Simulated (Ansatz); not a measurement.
La$_{2}$O$_{3}$:
```
CELL_PARAMETERS angstrom
      3.88312     0.00000     0.00000
     -1.94156     3.36288     0.00000
      0.00000     0.00000     5.95097
ATOMIC_POSITIONS crystal
  La 0.66667 0.33333 0.75603
  La 0.33333 0.66667 0.24397
  O  0.66667 0.33333 0.35341
  O  0.33333 0.66667 0.64659
  O  0.00000 0.00000 0.00000
```

Relaxed with LDA. Special points in fractions of this cell's reciprocal vectors: Γ (0.000, 0.000, 0.000); M (0.500, 0.000, 0.000); K (0.333, 0.333, 0.000); A (0.000, 0.000, 0.500); L (0.500, 0.000, 0.500); H (0.333, 0.333, 0.500).

**Question.** List the band energies nearest the valence-band maximum at these points for LDA (plane waves, PAW; program Ansatz).

**Answer.** In eV from the valence-band maximum; about four levels below and three above (degenerate sets whole), none deeper than 8.9 eV; points with the same levels are listed once.

```
k                    below                above
-  -----------------------  -------------------
Γ  -1.86 -0.50 -0.50 -0.21       4.26 4.49 4.49
M  -0.78 -0.69 -0.44 -0.35       3.77 4.71 5.25
K  -0.94 -0.94 -0.92 -0.08       3.73 4.74 4.74
A  -1.13 -0.95 -0.36 -0.36       4.67 4.67 4.68
L  -0.99 -0.83 -0.39 -0.01       4.42 4.60 5.10
H  -0.62 -0.31 -0.31 -0.22  4.19 4.84 4.98 4.98
```

Space group P-3m1 (La2O3 or Ni2Al3 type). Symmetry was held in the LDA relaxation; phonons on a q-mesh show no instability. Spin–orbit coupling is left out wherever it is not named.

Potentials: the earlier of the program's two PAW sets.
